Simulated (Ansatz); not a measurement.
MgCrF$_{6}$ (space group R-3)

```xyz
8
Lattice="2.5117 1.4501 4.4001 -2.5117 1.4501 4.4001 0.0000 -2.9003 4.4001" Properties=species:S:1:pos:R:3 pbc="T T T"
Mg     0.0000     0.0000     6.6002
Cr     0.0000     0.0000     0.0000
F     -1.5949    -0.2810     7.7430
F      1.5949     0.2810     5.4573
F      0.5541     1.5218     7.7430
F     -0.5541    -1.5218     5.4573
F      1.0408    -1.2407     7.7430
F     -1.0408     1.2407     5.4573
```

E(V) scan at fixed shape, V₀ the volume above. The atoms relax within the cell's symmetry.

Level of theory: r2SCAN (plane waves to 500 eV, PAW, scalar-relativistic; Ansatz, an electronic-structure program). k mesh 8×8×8 (Γ-centred), Fermi-Dirac smearing 0.05 eV. Energies are smeared free energies. MgCrF6 is run spin-polarised and with no Hubbard U. MgCrF6 was relaxed with its symmetry unable to fall. Relaxed MgCrF6 ends ferromagnetic. Other magnetic orders were not checked, so this need not be the ground state. ΔE is measured from the relaxed starting cell.

| V (Å³/atom) | ΔE (eV/atom) | moment (μB/cell) |
|---|---|---|
| 10.818 | 0.0157 | 2.00 |
| 11.058 | 0.0095 | 2.00 |
| 11.299 | [?] | 2.00 |
| 11.539 | [?] | 2.00 |
| 11.779 | 0.0005 | 2.00 |
| 12.020 | 0.0000 | 2.00 |
| 12.260 | 0.0005 | 2.00 |
| 12.501 | 0.0018 | 2.00 |
| 12.741 | [?] | 2.00 |
| 12.981 | 0.0065 | 2.00 |
| 13.222 | [?] | 2.00 |

Question: Complete the blanks.

Answer: 
- 11.299, ΔE (eV/atom): 0.0051
- 11.539, ΔE (eV/atom): 0.0021
- 12.741, ΔE (eV/atom): 0.0038
- 13.222, ΔE (eV/atom): 0.0098

(Under strain, the slope of the energy per volume gives the stress and its curvature an elastic modulus.)
